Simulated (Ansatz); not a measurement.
Computed map of one atom of the cell: ZnSe (zinc blende)

ZnSe (zinc blende)

```
ZnSe
1.0
    0.00000     5.66546     5.66546
    2.83273     0.00000     2.83273
    2.83273     2.83273     0.00000
Se Zn
2 2
Direct
  0.37500   0.75000   0.75000
  0.87500   0.75000   0.75000
  0.00000   0.00000   0.00000
  0.50000   0.00000   0.00000
```

Two-dimensional scan of atom 2 (Se, nearest neighbour Zn at 2.453 Å; its periodic images, 4.0 Å or more away, move with it): u runs along (1.000, 0.000, 0.000), v along (0.000, 1.000, 0.000) (Cartesian). Cell and other atoms are fixed.

Calculation: r2SCAN (plane waves to 500 eV, PAW, scalar-relativistic; Ansatz, an electronic-structure program). k mesh 4×8×8 (Γ-centred), Fermi-Dirac smearing 0.05 eV. Energies are smeared free energies. Compression counts positive. ZnSe was relaxed with its symmetry unable to fall. The zero of ΔE is the undisplaced structure. Axes are in Å.

ΔE (meV/cell), with u across and v down:

| v \ u | -0.370 | -0.185 | 0.000 | 0.185 | 0.370 |
|---|---|---|---|---|---|
| -0.370 | 984 | 572 | 469 | 686 | 1222 |
| -0.185 | 566 | 220 | 119 | 276 | 686 |
| 0.000 | 459 | 118 | 0 | 119 | 469 |
| 0.185 | 674 | 273 | 118 | 220 | 572 |
| 0.370 | 1199 | 674 | 459 | 566 | 984 |

P (GPa), with u across and v down:

```csv
v \ u,-0.370,-0.185,0.000,0.185,0.370
-0.370,4.33,2.53,1.97,2.74,4.78
-0.185,2.53,1.00,0.51,1.10,2.74
0.000,1.98,0.51,0.00,0.51,1.97
0.185,2.78,1.12,0.51,1.00,2.53
0.370,4.86,2.78,1.98,2.53,4.33
```

Derived quantities:

| Property | Result |
|---|---|
| Principal force constants in the plane (five-point differences of the forces) | 6.2 and 7.7 eV/Å² |
| Softest direction at the centre | 45° from u towards v |
| Centre of the map | a minimum |
| Lowest place on the grid | u = 0.000 Å, v = 0.000 Å (0 meV/cell) |
| Highest place on the grid | u = 0.370 Å, v = -0.370 Å (1222 meV/cell) |

(A displaced cell: forces are minus the slopes of the energy, force constants its curvatures, and phonons follow from these.)
